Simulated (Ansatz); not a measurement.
# Ca: distorted cells

Computed with Ansatz 0.2.0, DFT PBEsol, scalar-relativistic, plane waves, PAW.

Cutoff 420 eV; k points 10×10×6 on the computed 2-atom cell (Γ-centred); Gaussian smearing, width 0.10 eV; no spin polarisation.

Reference cell:

```
Ca
1.0
     3.98000    0.00000    0.00000
    -1.99000    3.44678    0.00000
     0.00000    0.00000    6.52000
Ca
2
Direct
  0.33333 0.66667 0.25000
  0.66667 0.33333 0.75000
```

Each variant moves atoms of this cell by the vectors given, if any (Å), and then applies a symmetric strain (tensor components, Cartesian axes). The reference cell isn't relaxed at this level. Energies are per atom at zero smearing, counted from the lowest variant. Pressure is positive in compression.

1. strain (xx yy zz yz xz xy, %) 1.82 2.52 0.57 0.84 0.28 2.00; moves: Ca1 (0.029, -0.050, -0.081); Ca2 (-0.029, 0.050, 0.081)
2. strain (xx yy zz yz xz xy, %) 6.00 3.97 2.61 0.00 0.00 -4.00; moves: Ca1 (-0.156, -0.195, 0.000); Ca2 (0.156, 0.195, 0.000)
3. strain (xx yy zz yz xz xy, %) 3.17 2.72 2.48 0.43 0.36 -0.50; moves: Ca1 (-0.086, -0.014, -0.049); Ca2 (0.086, 0.014, 0.049)
4. strain (xx yy zz yz xz xy, %) 0.66 2.61 7.63 0.19 -0.11 -1.69; moves: Ca1 (-0.130, -0.075, 0.000); Ca2 (0.130, 0.075, 0.000)
5. strain (xx yy zz yz xz xy, %) 3.39 10.12 -1.16 -0.39 1.92 -1.15; moves: Ca1 (0.029, 0.006, -0.007); Ca2 (-0.029, -0.006, 0.007)

```
result  ΔE (meV/atom) P (GPa) largest force (eV/Å)
     A           15.2    -2.30                  0.12
     B            0.0    -1.87                  0.20
     C           54.0    -2.55                  0.06
     D           44.4    -2.49                  0.11
     E           75.5    -2.52                  0.23
```

(1) Which variant gave which result?

Answers

(1) A is 3, B is 1, C is 5, D is 4, E is 2.

This form isn't the element's structure at ambient conditions.